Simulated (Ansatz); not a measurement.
Relaxed-ion elastic tensor of Si in space group P6_3/mmc (No. 194; Si on 4f, Si on 4e) in GPa (Voigt order), the program Ansatz at the r²SCAN level (PAW); density 2.31 g/cm³, 20.15 Å³ per atom.

```
 196  54.3  38.9   0.0   0.0   0.0
54.3   196  38.9   0.0   0.0   0.0
38.9  38.9   215   0.0   0.0   0.0
 0.0   0.0   0.0  57.3   0.0   0.0
 0.0   0.0   0.0   0.0  57.3   0.0
 0.0   0.0   0.0   0.0   0.0  71.0
```

**Question.** Is the crystal mechanically stable?

**Answer.** Yes: the smallest eigenvalue of C is 57.3 GPa.

**Question.** Work out the Voigt, Reuss and Hill averages.

**Answer.** K_V = 96.9, K_R = 96.9, K_H = 96.9; G_V = 68.8, G_R = 67.1, G_H = 68.0 GPa.

**Question.** Give Young's modulus, Poisson's ratio, Pugh's ratio and the universal anisotropy index.

**Answer.** E = 9KG/(3K + G) = 165 GPa; ν = 0.22; K/G = 1.43 (brittle by the Pugh limit of 1.75); A_U = 5G_V/G_R + K_V/K_R − 6 = 0.13.

**Question.** Estimate the sound speeds and the Debye temperature.

**Answer.** v_l = √((K + 4G/3)/ρ) = 9000 m/s, v_t = √(G/ρ) = 5420 m/s, mean 5990 m/s; Θ = (h/k)(3n/4πV)^(1/3) v_m = 656 K.

**Question.** How much does each axis shrink under pressure?

**Answer.** Linear compressibilities β_i = Σ_j S_ij (j = 1 to 3): x 3.5, y 3.5, z 3.4 per TPa.

The start of the workflow was typed in or built on a structure type; the Crystallography Open Database copy checked does not list it. It is not the phase usual at ambient conditions (space group No. 227). The cell was relaxed with r²SCAN under the symmetry of its start; its stability against distortions is not shown here.

Potentials: the later of the program's two PAW sets.
